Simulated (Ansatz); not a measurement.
Values for one crystal, relaxed and computed with plane-wave PAW r²SCAN (Ansatz code); other levels are named.

| Quantity | Result |
|---|---|
| Volume per atom | 17.42 Å³ |
| Electronic character | metallic (no gap) |
| Mechanical stability | unstable (C has a negative eigenvalue) |
| Elastic constants (relaxed ions, GPa) | C11 = 94.0, C12 = 103, C44 = 56.9 |
| Gap with spin–orbit coupling | none (metallic) |
| Density of states at the Fermi level | 0.28 states/eV per atom (mean over ±0.08 eV) |
| Pressure derivative B′ | 5.4 |

### Question
Which compound is it?
A. Ag, bcc (W type)
B. Sn, bcc (W type)
C. Mg, bcc (W type)
D. Cr, bcc (W type)

### Answer
A, Ag, bcc (W type)

Space group Im-3m (bcc (W type)). The first step of the workflow began from a Materials Project structure, measured or hypothetical; the Crystallography Open Database copy checked does not list it. It is not the phase usual at ambient conditions (space group No. 225). The cell keeps a stress of up to 0.2 GPa. The r²SCAN relaxation kept the symmetry of its start. No spin polarisation was allowed. As this level gives no gap, shear constants depend on the k-mesh and smearing (Fermi–Dirac, 0.1 eV here). Spin–orbit coupling is left out wherever it is not named.

Potentials: the earlier of the program's two PAW sets.
